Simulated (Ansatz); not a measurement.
LaH3:
```cif
data_H3La
_chemical_formula_sum 'La1 H3'
_space_group_name_H-M_alt 'P 1'
_space_group_IT_number 1
_cell_length_a 3.94068
_cell_length_b 3.94068
_cell_length_c 3.94068
_cell_angle_alpha 60.000
_cell_angle_beta 60.000
_cell_angle_gamma 60.000
loop_
_space_group_symop_operation_xyz
  'x, y, z'
loop_
_atom_site_label
_atom_site_type_symbol
_atom_site_fract_x
_atom_site_fract_y
_atom_site_fract_z
_atom_site_occupancy
La1 La 0.00000 0.00000 0.00000 1
H1 H 0.50000 0.50000 0.50000 1
H2 H 0.75000 0.75000 0.75000 1
H3 H 0.25000 0.25000 0.25000 1
```

Relaxed with r²SCAN.

Question: Which orbitals make up the states near the band edges in r²SCAN in the plane-wave PAW code Ansatz?

Answer: Top 1 eV of the valence band: H 1s 78 %, La 4f 14 %, La 5d 7 %. Bottom 1 eV of the conduction band: La 5d 55 %, La 4f 40 %. Projections are on Löwdin-orthogonalised atomic valence shells; empty p or d shells of many metals are not among them.

Question: Tabulate the density of states.

Answer: States/eV per cell of 4 atoms, in 0.25 eV bins, energy from the valence-band maximum.

```
E (eV)  total  La 4f  La 5d  H 1s
------  -----  -----  -----  ----
-7.85    0.13   0.00   0.00  0.06
-7.60    0.18   0.00   0.00  0.08
-7.35    0.23   0.00   0.01  0.11
-7.10    0.29   0.00   0.02  0.14
-6.85    0.40   0.00   0.04  0.19
-6.60    0.69   0.00   0.15  0.34
-6.35    0.93   0.00   0.25  0.45
-6.10    1.28   0.00   0.43  0.62
-5.85    1.98   0.01   0.80  0.95
-5.60    2.23   0.02   0.92  1.10
-5.35    1.93   0.03   0.77  1.00
-5.10    2.63   0.07   0.91  1.48
-4.85    2.31   0.08   0.58  1.46
-4.60    1.18   0.06   0.35  0.71
-4.35    1.16   0.07   0.37  0.67
-4.10    1.24   0.08   0.36  0.74
-3.85    1.21   0.09   0.30  0.75
-3.60    0.80   0.07   0.23  0.47
-3.35    0.63   0.06   0.18  0.37
-3.10    0.55   0.07   0.14  0.33
-2.85    0.50   0.07   0.10  0.31
-2.60    0.35   0.05   0.07  0.23
-2.35    0.26   0.04   0.05  0.17
-2.10    0.20   0.03   0.04  0.13
-1.85    0.16   0.02   0.03  0.11
-1.60    0.12   0.02   0.02  0.08
-1.35    0.10   0.02   0.01  0.07
-1.10    0.07   0.01   0.01  0.05
-0.85    0.06   0.01   0.00  0.04
-0.60    0.04   0.01   0.00  0.03
-0.35    0.02   0.00   0.00  0.02
-0.10    0.00   0.00   0.00  0.00
0.15     0.13   0.00   0.12  0.00
0.40     1.46   0.15   1.29  0.01
0.65     3.70   1.11   2.42  0.04
0.90     4.06   2.01   1.83  0.06
1.15     8.03   6.31   1.44  0.08
1.40    12.35  11.43   0.73  0.04
1.65    21.63  20.92   0.61  0.05
```

Space group Fm-3m. The workflow started from a Materials Project entry (that database holds measured and hypothetical structures alike); the Crystallography Open Database copy checked does not list it. Whether it is the stable phase at ambient conditions was not checked. The cell was relaxed with r²SCAN under the symmetry of its start. At this level the phase is dynamically unstable (imaginary phonons). Spin–orbit coupling is left out wherever it is not named.

Potentials: the later of the program's two PAW sets.
